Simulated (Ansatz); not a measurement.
The relaxed structure here is a generated cell of WS2: the first start was made by placing the elements on the sites of a structure type, and the end was not matched to a known phase here, so it may be hypothetical. Known forms of WS2 include space group No. 194.

One stationary structure of WS₂. Space group P2₁/c (No. 14), AFLOW prototype A2B_mP12_14_2e_e (C43, as in ZrO2). Level of theory: r2SCAN (plane waves to 500 eV, PAW, scalar-relativistic; Ansatz, an electronic-structure program).

```cif
data_S8W4
_chemical_formula_sum 'W4 S8'
_space_group_name_H-M_alt 'P 1'
_space_group_IT_number 1
_cell_length_a 5.92683
_cell_length_b 5.91965
_cell_length_c 6.14266
_cell_angle_alpha 90.000
_cell_angle_beta 100.867
_cell_angle_gamma 90.000
loop_
_space_group_symop_operation_xyz
  'x, y, z'
loop_
_atom_site_label
_atom_site_type_symbol
_atom_site_fract_x
_atom_site_fract_y
_atom_site_fract_z
_atom_site_occupancy
W1 W 0.27555 0.04983 0.19980 1
W2 W 0.72445 0.54983 0.30020 1
W3 W 0.72445 0.95017 0.80020 1
W4 W 0.27555 0.45017 0.69980 1
S1 S 0.07888 0.34386 0.34355 1
S2 S 0.92112 0.84386 0.15645 1
S3 S 0.92112 0.65614 0.65645 1
S4 S 0.07888 0.15614 0.84355 1
S5 S 0.44718 0.76162 0.49525 1
S6 S 0.55282 0.26162 0.00475 1
S7 S 0.55282 0.23838 0.50475 1
S8 S 0.44718 0.73838 0.99525 1
```

```yaml
volume_per_atom: 17.64 Å³
density: 7.78 g/cm³
band_gap: no gap on the sampled points, where the bands overlap only slightly; such a result is sensitive to mesh and level
shortest_distances: S–W 2.36 Å; S–S 2.87 Å
k-mesh: 7×7×6
```

Band energies at high-symmetry points (eV from the Fermi level; labels of this space group; no spin-orbit coupling), from −5 eV up to 2.3 eV:

| point | energies |
|---|---|
| Γ | -4.43 -4.36 -4.15 -4.15 -3.78 -3.77 -3.26 -3.04 -2.22 -1.97 -1.40 -1.38 -1.06 -0.90 -0.72 -0.44 0.20 0.38 0.66 1.34 1.37 1.44 2.07 2.15 2.20 2.30 |
| Z | -4.70 -4.70 -3.98 -3.98 -3.42 -3.42 -3.32 -3.32 -2.74 -2.74 -2.17 -2.17 -0.75 -0.75 -0.12 -0.12 0.16 0.16 0.74 0.74 1.55 1.55 1.75 1.75 2.34 2.34 |
| D | -4.45 -4.45 -3.85 -3.85 -3.15 -3.15 -3.00 -3.00 -2.35 -2.35 -0.80 -0.80 -0.77 -0.77 0.41 0.41 1.00 1.00 1.14 1.14 1.79 1.79 2.16 2.16 |
| B | -4.67 -4.67 -4.49 -4.49 -3.75 -3.75 -3.20 -3.20 -2.77 -2.77 -2.00 -2.00 -0.78 -0.78 -0.26 -0.26 0.38 0.38 0.77 0.77 1.26 1.26 2.22 2.22 |
| A | -4.83 -4.83 -4.71 -4.71 -4.25 -4.25 -3.71 -3.71 -3.28 -3.28 -2.74 -2.74 -2.34 -2.34 -1.03 -1.03 0.00 0.00 0.40 0.40 0.69 0.69 1.14 1.14 1.98 1.98 2.33 2.33 |
| E | -4.90 -4.90 -4.61 -4.61 -3.99 -3.99 -3.41 -3.41 -3.22 -3.22 -2.78 -2.78 -0.79 -0.79 -0.59 -0.59 0.23 0.23 0.47 0.47 1.48 1.48 1.63 1.63 |
| C2 | -4.58 -4.58 -4.25 -4.25 -3.81 -3.81 -3.53 -3.53 -2.74 -2.74 -2.63 -2.63 -0.55 -0.55 -0.06 -0.06 0.12 0.12 0.62 0.62 0.86 0.86 2.29 2.29 |
| Y2 | -4.78 -4.74 -4.66 -4.08 -3.81 -3.69 -3.42 -3.21 -2.82 -2.51 -2.41 -2.33 -1.78 -1.33 -0.57 -0.53 -0.39 0.25 0.29 0.65 0.85 1.40 1.52 1.87 1.98 |

No spin polarisation in the result. Without spin-orbit coupling the bands of the heavy element are not split, so the gap can be far off.

The run could not lose the symmetry of its start, so the end can be a saddle point.
